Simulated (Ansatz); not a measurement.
MgO (rock salt)

```
MgO
1.0
    0.00000     4.25375     4.25375
    2.12687     0.00000     2.12687
    2.12687     2.12687     0.00000
O Mg
2 2
Direct
  0.00000   0.00000   0.00000
  0.50000   0.00000   0.00000
  0.25000   0.50000   0.50000
  0.75000   0.50000   0.50000
```

In this cell atom 1 (O, nearest neighbour Mg at 2.127 Å; its periodic images, 3.0 Å or more away, move with it) is moved by s towards the nearest neighbour, unit vector (-1.000, 0.000, 0.000); all other atoms and the cell stay fixed.

These are PBE (plane waves to 420 eV, PAW, scalar-relativistic; Ansatz, a program for electronic structure) values and carry that method's errors. k mesh 11×11×11 (Γ-centred), Fermi-Dirac smearing 0.05 eV. Energies are smeared free energies. Left out: 2 of 11 points, with atoms too close for the PAW data. MgO was relaxed with its symmetry unable to fall. The zero of ΔE is the undisplaced structure.

```
s (Å)   ΔE (meV/cell)
------  -------------
-0.512       withheld
-0.384            759
-0.256            285
-0.128             64
0.000               0
0.128              64
0.256             285
0.384             759
0.512        withheld
```

Problem. Fit an even polynomial form (powers 2, 4) to the given rows and predict ΔE at s = 0.512.

Solution. Least squares on the 7 given rows: ΔE = (3716)·s² + (9707)·s⁴, in meV/cell with s in Å; root-mean-square residual 0.3 meV/cell. At 0.512 the fit gives 1641 meV/cell; the calculation gives 1677 meV/cell, so the extrapolation is off by -36 (-2.1 %). The quadratic term alone would give 974 meV/cell.

(A displaced cell: forces are minus the slopes of the energy, force constants its curvatures, and phonons follow from these.)
